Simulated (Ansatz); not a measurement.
Input and output for BN (zincblende type): DFT, PBE, PAW with Ansatz's default frozen-core files, scalar-relativistic (Ansatz 0.2.0). This run: cell relaxed at zero pressure.

The start is a guessed cell of a prototype that needn't be stable.

Command: `ansatz run input.yaml --threads 1 --pin off --max-ram 2048MiB --backend cpu --events-out ev --progress --plain --runs-dir out` It took 11 s on 1 thread of Intel(R) Xeon(R) 6975P-C (Granite Rapids), with other jobs on the host, peak memory 0.37 GiB.

```yaml
crystal:
  lattice:
    - [0.0, 2.15443469, 2.15443469]
    - [2.15443469, 0.0, 2.15443469]
    - [2.15443469, 2.15443469, 0.0]
  atoms:
    - { symbol: B, position: [0.0, 0.0, 0.0] }
    - { symbol: "N", position: [0.25, 0.25, 0.25] }
kpoints:
  mp_grid: { grid: [15, 15, 15] }
scf:
  occupations: { method: fermi_dirac, width: 0.05 }
hamiltonian:
  xc: pbe
  pseudopotentials: { kind: paw }
output:
  forces: true
  stress: true
relax:
  f_tol: 0.005
  max_steps: 40
  cell: {}
```

Output:

```
Engine: ansatz 0.2.0
Pseudopotentials: kind: paw
Pseudopotential: B, paw, valence charge 3, recommended cutoff 420 eV (normal), B.paw.azcp
Pseudopotential: N, paw, valence charge 5, recommended cutoff 420 eV (normal), N.paw.azcp
Functional definition: PBE
  parameter kappa = 0.804
  parameter beta = 0.06672455060314922
  exchange = pbe_x(kappa = kappa, mu = beta*pi^2/3)
  correlation = pbe_c(beta = beta)
Crystal: 2 atoms, lattice volume = 20.000 Å³
Basis set: ecut = 420 eV, 387 PW (Γ), exchange–correlation on 48×48×48 points (8 copies of the dense FFT grid, shifted against one another)
Bands: 8, of which v1, the nominal top of the filled ones, is band 4 counted from 1 (3 counted from 0)
Symmetry: 24 space group operations
Space group: F-43m (ITA 216), of the structure as read, at distance tolerance 2.7e-5 Å
k-points: 120 of 3375 (time reversal used)
Non-local potential: B, projectors of the file, l = 0: 2, l = 1: 2, l = 2: 1
Non-local potential: N, projectors of the file, l = 0: 2, l = 1: 2, l = 2: 1
PAW form: soft (Blöchl's): semilocal exchange-correlation on the pseudo side does not see the compensation charge
PAW one-centre angular grid: B, 110 points (default); XC on 64 Gauss nodes
PAW one-centre angular grid: N, 110 points (default); XC on 64 Gauss nodes
Initial density: superposition of atomic densities (neutral atoms: chi_scale 0, normalization atom), corrected by the library's trained network
Initial wavefunctions: pseudopotential atomic-orbital guess
Functional: x = pbe(κ = 0.804, μ = 0.2195149727645171), c = pbe(β = 0.06672455060314922)
SCF iter   1: F=—  HF=-539.547597 eV  |F-HF|=—  |Δ(HF+E_count)|=         —  Δρ=1.55e-3  dr2=1.26e-4  ethr=1.77e-3  ⟨swp⟩=4.3  Hψ=6018  notcnv=0
preconditioner: auto → none  [insulator: Δε(μ)=3.124 eV  Ē_g=13.507 eV  σ=0.050 eV  W_gap=1.00  n_scr=0 (ndim 8)  ℏωp=23.5 eV  f_vac=0.000  D(μ)=0.00/eV (n_scr^D=0)  ε∞_Penn≈4.0]
SCF iter   2: F=—  HF=-539.547320 eV  |F-HF|=—  |Δ(HF+E_count)|=   2.77e-4  Δρ=7.81e-4  dr2=2.70e-5  ethr=1.58e-6  ⟨swp⟩=2.0  Hψ=2386  notcnv=0
SCF iter   3: F=—  HF=-539.547439 eV  |F-HF|=—  |Δ(HF+E_count)|=   1.19e-4  Δρ=7.65e-5  dr2=5.47e-7  ethr=3.37e-7  ⟨swp⟩=2.1  Hψ=1382  notcnv=0
iter 4 did not close the SCF: its close was put off for the readings that it lacked (scf_convergence_deferred on its scf_iter line)
SCF iter   4: F=-539.547440 eV  HF=-539.547440 eV  |F-HF|=2.43e-8  |Δ(HF+E_count)|=   1.07e-6  Δρ=1.97e-5  dr2=5.91e-8  ethr=6.83e-9  ⟨swp⟩=2.5  Hψ=1477  notcnv=0
iter 5 did not close the SCF: its close was put off for the readings that it lacked (scf_convergence_deferred on its scf_iter line)
SCF iter   5: F=-539.547440 eV  HF=-539.547440 eV  |F-HF|=6.75e-10  |Δ(HF+E_count)|=   3.15e-8  Δρ=4.34e-6  dr2=2.59e-9  ethr=7.38e-10  ⟨swp⟩=2.6  Hψ=1480  notcnv=0
SCF iter   6: F=-539.547440 eV  HF=-539.547440 eV  |F-HF|=2.99e-11  |Δ(HF+E_count)|=  3.43e-10  Δρ=8.94e-7  dr2=1.01e-10  ethr=3.24e-11  ⟨swp⟩=1.8  Hψ=2566  notcnv=0
SCF 1 converged in 6 iterations: F = -539.547440 eV  dr2 = 1.01e-10
  greatest PAW one-centre occupation: 0.774 electrons in one spin orbital (limit 2), on the N atom at site 1 (counted from 0), in its partial waves of l = 0
relax step   1: F+E_penalty+E_count = -539.54743966 eV  Δ(F+E_penalty+E_count) = +0.000e0 eV  max|allowed force component| = 4.718e-16 eV/Å  Δτ_max = 0.0000 Å  P = -70.364 GPa  Ω = 20.000 Å³  (6 SCF iters, dr2 threshold 1.00e-7 eV, accepted)
Crystal: 2 atoms, lattice volume = 17.215 Å³
Basis set: ecut = 420 eV, 331 PW (Γ), exchange–correlation on 48×48×48 points (8 copies of the dense FFT grid, shifted against one another)
Initial density: handed on by an earlier stage of this run
Initial wavefunctions: those handed on with the density
iter 1 solved again at ethr=7.99e-4 eV; its pass at ethr=3.10e-3 eV (dr2=6.39e-2 eV) is discarded
SCF iter   1: F=—  HF=-540.783530 eV  |F-HF|=—  |Δ(HF+E_count)|=         —  Δρ=1.90e-2  dr2=6.40e-2  ethr=7.99e-4  ⟨swp⟩=1.0  Hψ=7520  notcnv=0
preconditioner: auto → none  [insulator: Δε(μ)=4.147 eV  Ē_g=15.160 eV  σ=0.050 eV  W_gap=1.00  n_scr=0 (ndim 8)  ℏωp=25.3 eV  f_vac=0.000  D(μ)=0.00/eV (n_scr^D=0)  ε∞_Penn≈3.8]
SCF iter   2: F=—  HF=-540.768997 eV  |F-HF|=—  |Δ(HF+E_count)|=   1.45e-2  Δρ=7.55e-3  dr2=1.06e-2  ethr=7.99e-4  ⟨swp⟩=2.0  Hψ=1413  notcnv=0
SCF iter   3: F=—  HF=-540.767116 eV  |F-HF|=—  |Δ(HF+E_count)|=   1.88e-3  Δρ=8.49e-4  dr2=8.67e-5  ethr=1.33e-4  ⟨swp⟩=3.0  Hψ=1920  notcnv=0
SCF iter   4: F=—  HF=-540.767165 eV  |F-HF|=—  |Δ(HF+E_count)|=   4.88e-5  Δρ=7.14e-5  dr2=3.19e-7  ethr=1.08e-6  ⟨swp⟩=2.2  Hψ=1459  notcnv=0
iter 5 did not close the SCF: its close was put off for the readings that it lacked (scf_convergence_deferred on its scf_iter line)
SCF iter   5: F=-540.767166 eV  HF=-540.767166 eV  |F-HF|=1.13e-8  |Δ(HF+E_count)|=   6.53e-7  Δρ=7.77e-6  dr2=4.23e-9  ethr=3.99e-9  ⟨swp⟩=2.2  Hψ=1373  notcnv=0
SCF iter   6: F=-540.767166 eV  HF=-540.767166 eV  |F-HF|=7.28e-12  |Δ(HF+E_count)|=   1.31e-8  Δρ=4.46e-7  dr2=2.07e-11  ethr=5.29e-11  ⟨swp⟩=1.2  Hψ=2895  notcnv=0
SCF 2 converged in 6 iterations: F = -540.767166 eV  dr2 = 2.07e-11
  greatest PAW one-centre occupation: 0.771 electrons in one spin orbital (limit 2), on the N atom at site 1 (counted from 0), in its partial waves of l = 0
relax step   2: F+E_penalty+E_count = -540.76716558 eV  Δ(F+E_penalty+E_count) = -1.220e0 eV  max|allowed force component| = 2.336e-16 eV/Å  Δτ_max = 0.0000 Å  P = -67.335 GPa  Ω = 17.215 Å³  energy of the carried Pulay correction = +1.015e-2 eV  (6 SCF iters, dr2 threshold 2.00e-7 eV, accepted)
Crystal: 2 atoms, lattice volume = 14.702 Å³
Basis set: ecut = 420 eV, 283 PW (Γ), exchange–correlation on 48×48×48 points (8 copies of the dense FFT grid, shifted against one another)
iter 1 solved again at ethr=1.10e-3 eV; its pass at ethr=3.10e-3 eV (dr2=8.77e-2 eV) is discarded
SCF iter   1: F=—  HF=-541.763187 eV  |F-HF|=—  |Δ(HF+E_count)|=         —  Δρ=2.50e-2  dr2=8.79e-2  ethr=1.10e-3  ⟨swp⟩=1.0  Hψ=7598  notcnv=0
preconditioner: auto → none  [insulator: Δε(μ)=4.435 eV  Ē_g=17.075 eV  σ=0.050 eV  W_gap=1.00  n_scr=0 (ndim 8)  ℏωp=27.4 eV  f_vac=0.000  D(μ)=0.00/eV (n_scr^D=0)  ε∞_Penn≈3.6]
SCF iter   2: F=—  HF=-541.740615 eV  |F-HF|=—  |Δ(HF+E_count)|=   2.26e-2  Δρ=9.54e-3  dr2=1.34e-2  ethr=1.10e-3  ⟨swp⟩=2.5  Hψ=1593  notcnv=0
[... lines left out ...]
Crystal: 2 atoms, lattice volume = 11.906 Å³
iter 1 solved again at ethr=3.70e-7 eV; its pass at ethr=3.10e-3 eV (dr2=2.96e-5 eV) is discarded
SCF iter   1: F=—  HF=-542.276017 eV  |F-HF|=—  |Δ(HF+E_count)|=         —  Δρ=5.28e-4  dr2=2.88e-5  ethr=3.70e-7  ⟨swp⟩=1.0  Hψ=6649  notcnv=0
preconditioner: auto → none  [insulator: Δε(μ)=4.522 eV  Ē_g=19.896 eV  σ=0.050 eV  W_gap=1.00  n_scr=0 (ndim 8)  ℏωp=30.4 eV  f_vac=0.000  D(μ)=0.00/eV (n_scr^D=0)  ε∞_Penn≈3.3]
SCF iter   2: F=—  HF=-542.276013 eV  |F-HF|=—  |Δ(HF+E_count)|=   4.38e-6  Δρ=1.98e-4  dr2=3.53e-6  ethr=3.59e-7  ⟨swp⟩=2.4  Hψ=1445  notcnv=0
SCF iter   3: F=—  HF=-542.276012 eV  |F-HF|=—  |Δ(HF+E_count)|=   6.59e-7  Δρ=6.90e-5  dr2=5.04e-7  ethr=4.42e-8  ⟨swp⟩=2.0  Hψ=1310  notcnv=0
SCF iter   4: F=-542.276012 eV  HF=-542.276012 eV  |F-HF|=4.11e-9  |Δ(HF+E_count)|=   2.66e-8  Δρ=1.07e-5  dr2=4.77e-9  ethr=2.50e-9  ⟨swp⟩=4.0  Hψ=2880  notcnv=0
SCF 7 converged in 4 iterations: F = -542.276012 eV  dr2 = 4.77e-9
relax step   7: F+E_penalty+E_count = -542.27601199 eV  Δ(F+E_penalty+E_count) = -2.368e-4 eV  max|allowed force component| = 1.850e-16 eV/Å  Δτ_max = 0.0000 Å  P = +0.016 GPa  Ω = 11.906 Å³  energy of the carried Pulay correction = +1.720e-4 eV  (4 SCF iters, dr2 threshold 2.00e-7 eV, accepted)
iter 1 solved again at ethr=6.73e-9 eV; its pass at ethr=3.10e-3 eV (dr2=5.39e-7 eV) is discarded
SCF iter   1: F=—  HF=-542.275819 eV  |F-HF|=—  |Δ(HF+E_count)|=         —  Δρ=2.57e-5  dr2=1.54e-8  ethr=6.73e-9  ⟨swp⟩=3.0  Hψ=9261  notcnv=0
preconditioner: auto → none  [insulator: Δε(μ)=4.518 eV  Ē_g=19.896 eV  σ=0.050 eV  W_gap=1.00  n_scr=0 (ndim 8)  ℏωp=30.4 eV  f_vac=0.000  D(μ)=0.00/eV (n_scr^D=0)  ε∞_Penn≈3.3]
SCF iter   2: F=—  HF=-542.275822 eV  |F-HF|=—  |Δ(HF+E_count)|=   3.20e-6  Δρ=1.18e-5  dr2=3.71e-9  ethr=1.93e-10  ⟨swp⟩=2.0  Hψ=1444  notcnv=0
SCF iter   3: F=—  HF=-542.275822 eV  |F-HF|=—  |Δ(HF+E_count)|=   4.79e-9  Δρ=4.14e-6  dr2=1.05e-9  ethr=4.63e-11  ⟨swp⟩=2.8  Hψ=1485  notcnv=0
SCF iter   4: F=-542.275822 eV  HF=-542.275822 eV  |F-HF|=9.21e-12  |Δ(HF+E_count)|=  4.83e-11  Δρ=4.32e-7  dr2=1.22e-11  ethr=1.00e-12  ⟨swp⟩=4.1  Hψ=4200  notcnv=0
SCF 8 converged in 4 iterations: F = -542.275822 eV  dr2 = 1.22e-11
relax step   8: F+E_penalty+E_count = -542.27582232 eV  Δ(F+E_penalty+E_count) = +1.897e-4 eV  max|allowed force component| = 1.810e-16 eV/Å  Δτ_max = 0.0000 Å  P = -0.007 GPa  Ω = 11.906 Å³  stress off target by 6.95e-3 GPa  SCF on the basis re-selected at this cell (its energy is not comparable with the rows above)  (4 SCF iters)
basis re-selected at this cell: Δ(F+E_penalty+E_count) = +1.897e-4 eV, ΔP = -0.023 GPa vs the last step (what re-selecting the basis moved, of the pressure what is left beyond the Pulay correction that the steps carried, after the strain that the cell walked since its last selection, with what the two solves' SCF thresholds leave and, on support functions, any second-order correction that the steps lacked; it is no measure of the basis error at this ecutwfc). This SCF's stress stands 6.95e-3 GPa from its target on what of the cell is left free (relax.cell.stress_tol is 5.00e-2 GPa) and its largest allowed force component is 1.81e-16 eV/Å (relax.f_tol is 5.00e-3 eV/Å): within both
SCF converged after 4 iterations
Free energy (F): -542.275822 eV
Harris-Foulkes:  -542.275822 eV  (|F-HF|=9.21e-12)
Internal energy: -542.275822 eV  (E = F + TS)
E sigma→0 (E₀):  -542.275822 eV
Fermi energy:    13.309341 eV
--- Per-component energies (eV) ---
  E_band       = 25.733333
  E_kinetic    = 185.141964
  E_local      = -176.091510  (includes V_loc(G=0)·N_el)
  E_nonlocal   = 56.516185
  E_hartree    = 49.317179
  E_xc         = -93.329831
  E_vxc        = -116.077029  (∫ρ·V_xc dr)
  E_paw        = -206.404708  (= ΣΔE_a)
  E_vpaw       = -22.390721  (= ΣTr[D̂ρ^β])
  E_aug_tail   = 0.000103  (compensation charges beyond the density's cutoff)
  E_ewald      = -357.425204
  E_smearing   = -0.000000  (= −TS)
  E_closure    = 0.000000  (closes the sum)
  Σ components = -542.275822   (vs F -542.275822, Δ=0.00e0)
--- Forces (eV/Å), atoms counted from 1 ---
  atom   1  B      0.00000000    -0.00000000    -0.00000000
  atom   2  N     -0.00000000     0.00000000     0.00000000
  max |Σ_I F_I| component: 3.60e-16 eV/Å
--- Stress (GPa, compression-positive) ---
       -0.006948      -0.000000      -0.000000
       -0.000000      -0.006948      -0.000000
       -0.000000      -0.000000      -0.006948
  P = ⅓ Tr σ = -0.0069 GPa (-0.069 kbar)
--- Relaxed structure (6 steps of the walk, 6 accepted, 2 SCFs on fresh bases) ---
  F+E_penalty+E_count = -542.27582232 eV   max|allowed force component| = 1.810e-16 eV/Å   (the final SCF, on the basis selected at the relaxed cell)
  cell:  # Å, volume = 11.9058 Å³
    - [1.0628870507127433e-33, 1.8123519188335175, 1.8123519188335175]
    - [1.8123519188335175, -9.159581580031588e-34, 1.8123519188335175]
    - [1.8123519188335175, 1.8123519188335175, 3.4832940730833075e-34]
  atoms:
    - { symbol: B, position: [1.7878749848641134e-34, 4.276423536147513e-50, -5.959583282880378e-35] }
    - { symbol: N, position: [0.25, 0.25, 0.25] }
```

Next run (the series' base cell), as changes to the input before:

```diff
   lattice:
-    - [0.0, 2.15443469, 2.15443469]
-    - [2.15443469, 0.0, 2.15443469]
-    - [2.15443469, 2.15443469, 0.0]
+    - [0.0, 1.8123519188, 1.8123519188]
+    - [1.8123519188, 0.0, 1.8123519188]
+    - [1.8123519188, 1.8123519188, 0.0]
   atoms:
   mp_grid: { grid: [15, 15, 15] }
+  band_path:
+    path:
+      - [0.0, 0.0, 0.0]
+      - [-0.5, -0.5, 0.0]
+      - [-0.375, -0.375, 0.25]
+      - [-0.375, 0.0, 0.375]
+      - [0.0, 0.0, 0.0]
+      - [0.0, 0.0, 0.5]
+      - [-0.5, -0.25, 0.25]
+      - [-0.5, -0.5, 0.0]
+    npoints: 8
 scf:
   stress: true
-relax:
-  f_tol: 0.005
-  max_steps: 40
-  cell: {}
+  eigenvalues: true
+  populations: true
+  dos: { projected: true, de: 0.2, e_range: [-14, 8] }
+  write_density: true
+  write_potential: true
+  elf: true
+  volumetric_format: npy
```

Results part of the output:

```
SCF 1 converged in 6 iterations: F = -542.275822 eV  dr2 = 9.64e-12
  greatest PAW one-centre occupation: 0.786 electrons in one spin orbital (limit 2), on the N atom at site 1 (counted from 0), in its partial waves of l = 0
NSCF: frozen V_eff on 57 k-points
SCF converged after 6 iterations
Free energy (F): -542.275822 eV
Harris-Foulkes:  -542.275822 eV  (|F-HF|=1.07e-11)
Internal energy: -542.275822 eV  (E = F + TS)
E sigma→0 (E₀):  -542.275822 eV
Fermi energy:    13.309342 eV
--- Per-component energies (eV) ---
  E_band       = 25.733338
  E_kinetic    = 185.141960
  E_local      = -176.091499  (includes V_loc(G=0)·N_el)
  E_nonlocal   = 56.516181
  E_hartree    = 49.317174
  E_xc         = -93.329831
  E_vxc        = -116.077029  (∫ρ·V_xc dr)
  E_paw        = -206.404707  (= ΣΔE_a)
  E_vpaw       = -22.390721  (= ΣTr[D̂ρ^β])
  E_aug_tail   = 0.000103  (compensation charges beyond the density's cutoff)
  E_ewald      = -357.425204
  E_smearing   = -0.000000  (= −TS)
  E_closure    = 0.000000  (closes the sum)
  Σ components = -542.275822   (vs F -542.275822, Δ=0.00e0)
--- Forces (eV/Å), atoms counted from 1 ---
  atom   1  B      0.00000000    -0.00000000    -0.00000000
  atom   2  N     -0.00000000    -0.00000000    -0.00000000
  max |Σ_I F_I| component: 6.38e-16 eV/Å
--- Stress (GPa, compression-positive) ---
       -0.006934      -0.000000      -0.000000
        0.000000      -0.006934       0.000000
       -0.000000       0.000000      -0.006934
  P = ⅓ Tr σ = -0.0069 GPa (-0.069 kbar)
--- Band table (eV; the first three rows and the last of 120) ---
  k-point 0: bands = ["-9.0900", "11.0506", "11.0506", "11.0506", "19.8429", "19.8429", "19.8429", "21.2423"]
  k-point 1: bands = ["-8.9824", "10.4534", "10.9343", "10.9343", "19.9789", "20.0205", "20.0205", "21.6166"]
  k-point 2: bands = ["-8.6619", "8.9715", "10.6293", "10.6293", "20.2095", "20.4732", "20.4732", "22.5873"]
  k-point 119: bands = ["-3.2973", "3.3951", "3.9103", "5.0898", "20.4585", "24.0941", "25.3848", "26.1228"]
--- Löwdin populations: 2 sites ---
  site symbol       q [e]
     0      B      2.6895
     1      N      5.2822
  spilling = 0.003536 (of n_electrons = 8.000000)
```

Next run (volume at 0.94 of the series' base cell), as changes to the input before:

```diff
   lattice:
-    - [0.0, 1.8123519188, 1.8123519188]
-    - [1.8123519188, 0.0, 1.8123519188]
-    - [1.8123519188, 1.8123519188, 0.0]
+    - [0.0, 1.7753547638, 1.7753547638]
+    - [1.7753547638, 0.0, 1.7753547638]
+    - [1.7753547638, 1.7753547638, 0.0]
   atoms:
   dos: { projected: true, de: 0.2, e_range: [-14, 8] }
-  write_density: true
-  write_potential: true
-  elf: true
-  volumetric_format: npy
```

Results part of the output:

```
SCF 1 converged in 6 iterations: F = -542.221146 eV  dr2 = 9.11e-12
  greatest PAW one-centre occupation: 0.792 electrons in one spin orbital (limit 2), on the N atom at site 1 (counted from 0), in its partial waves of l = 0
NSCF: frozen V_eff on 57 k-points
SCF converged after 6 iterations
Free energy (F): -542.221146 eV
Harris-Foulkes:  -542.221146 eV  (|F-HF|=2.40e-11)
Internal energy: -542.221146 eV  (E = F + TS)
E sigma→0 (E₀):  -542.221146 eV
Fermi energy:    14.359096 eV
--- Per-component energies (eV) ---
  E_band       = 31.317308
  E_kinetic    = 188.887492
  E_local      = -170.007110  (includes V_loc(G=0)·N_el)
  E_nonlocal   = 57.076039
  E_hartree    = 47.724300
  E_xc         = -94.246011
  E_vxc        = -117.279208  (∫ρ·V_xc dr)
  E_paw        = -206.782262  (= ΣΔE_a)
  E_vpaw       = -22.808624  (= ΣTr[D̂ρ^β])
  E_aug_tail   = 0.000102  (compensation charges beyond the density's cutoff)
  E_ewald      = -364.873696
  E_smearing   = -0.000000  (= −TS)
  E_closure    = 0.000000  (closes the sum)
  Σ components = -542.221146   (vs F -542.221146, Δ=0.00e0)
--- Forces (eV/Å), atoms counted from 1 ---
  atom   1  B      0.00000000    -0.00000000    -0.00000000
  atom   2  N     -0.00000000    -0.00000000    -0.00000000
  max |Σ_I F_I| component: 5.55e-16 eV/Å
--- Stress (GPa, compression-positive) ---
       25.738871       0.000000      -0.000000
       -0.000000      25.738871       0.000000
       -0.000000       0.000000      25.738871
  P = ⅓ Tr σ = 25.7389 GPa (257.389 kbar)
--- Band table (eV; the first three rows and the last of 120) ---
  k-point 0: bands = ["-8.7899", "12.0681", "12.0681", "12.0681", "21.1560", "21.1560", "21.1560", "23.2750"]
  k-point 1: bands = ["-8.6767", "11.4444", "11.9437", "11.9437", "21.3464", "21.3464", "21.3494", "23.6177"]
  k-point 2: bands = ["-8.3399", "9.8963", "11.6167", "11.6167", "21.7015", "21.8296", "21.8296", "24.5253"]
  k-point 119: bands = ["-2.5686", "4.1107", "4.4405", "5.7124", "21.7406", "25.7701", "27.1082", "27.8974"]
--- Löwdin populations: 2 sites ---
  site symbol       q [e]
     0      B      2.6954
     1      N      5.2762
  spilling = 0.003547 (of n_electrons = 8.000000)
```

Next run (volume at 0.88 of the series' base cell), as changes to the input before:

```diff
   lattice:
-    - [0.0, 1.7753547638, 1.7753547638]
-    - [1.7753547638, 0.0, 1.7753547638]
-    - [1.7753547638, 1.7753547638, 0.0]
+    - [0.0, 1.7367477944, 1.7367477944]
+    - [1.7367477944, 0.0, 1.7367477944]
+    - [1.7367477944, 1.7367477944, 0.0]
   atoms:
   mp_grid: { grid: [15, 15, 15] }
-  band_path:
-    path:
-      - [0.0, 0.0, 0.0]
-      - [-0.5, -0.5, 0.0]
-      - [-0.375, -0.375, 0.25]
-      - [-0.375, 0.0, 0.375]
-      - [0.0, 0.0, 0.0]
-      - [0.0, 0.0, 0.5]
-      - [-0.5, -0.25, 0.25]
-      - [-0.5, -0.5, 0.0]
-    npoints: 8
 scf:
   populations: true
-  dos: { projected: true, de: 0.2, e_range: [-14, 8] }
```

Results part of the output:

```
SCF 1 converged in 6 iterations: F = -542.033739 eV  dr2 = 2.13e-10
  greatest PAW one-centre occupation: 0.799 electrons in one spin orbital (limit 2), on the N atom at site 1 (counted from 0), in its partial waves of l = 0
SCF converged after 6 iterations
Free energy (F): -542.033739 eV
Harris-Foulkes:  -542.033739 eV  (|F-HF|=7.15e-10)
Internal energy: -542.033739 eV  (E = F + TS)
E sigma→0 (E₀):  -542.033739 eV
Fermi energy:    15.535112 eV
--- Per-component energies (eV) ---
  E_band       = 37.595944
  E_kinetic    = 193.090410
  E_local      = -163.517732  (includes V_loc(G=0)·N_el)
  E_nonlocal   = 57.782742
  E_hartree    = 46.060484
  E_xc         = -95.246316
  E_vxc        = -118.589054  (∫ρ·V_xc dr)
  E_paw        = -207.218785  (= ΣΔE_a)
  E_vpaw       = -23.291510  (= ΣTr[D̂ρ^β])
  E_aug_tail   = 0.000100  (compensation charges beyond the density's cutoff)
  E_ewald      = -372.984642
  E_smearing   = -0.000000  (= −TS)
  E_closure    = 0.000000  (closes the sum)
  Σ components = -542.033739   (vs F -542.033739, Δ=0.00e0)
--- Forces (eV/Å), atoms counted from 1 ---
  atom   1  B      0.00000000    -0.00000000    -0.00000000
  atom   2  N     -0.00000000    -0.00000000     0.00000000
  max |Σ_I F_I| component: 5.92e-16 eV/Å
--- Stress (GPa, compression-positive) ---
       59.971775      -0.000000      -0.000000
        0.000000      59.971775       0.000000
       -0.000000       0.000000      59.971775
  P = ⅓ Tr σ = 59.9718 GPa (599.718 kbar)
--- Band table (eV; the first three rows and the last of 120) ---
  k-point 0: bands = ["-8.4478", "13.2113", "13.2113", "13.2113", "22.6173", "22.6173", "22.6173", "25.5435"]
  k-point 1: bands = ["-8.3288", "12.5580", "13.0766", "13.0766", "22.8221", "22.8221", "22.8621", "25.8651"]
  k-point 2: bands = ["-7.9745", "10.9346", "12.7263", "12.7263", "23.3384", "23.3397", "23.3397", "26.7166"]
  k-point 119: bands = ["-1.7484", "4.9004", "5.0466", "6.4160", "23.1682", "27.5890", "28.9265", "30.0237"]
--- Löwdin populations: 2 sites ---
  site symbol       q [e]
     0      B      2.7018
     1      N      5.2698
  spilling = 0.003554 (of n_electrons = 8.000000)
```
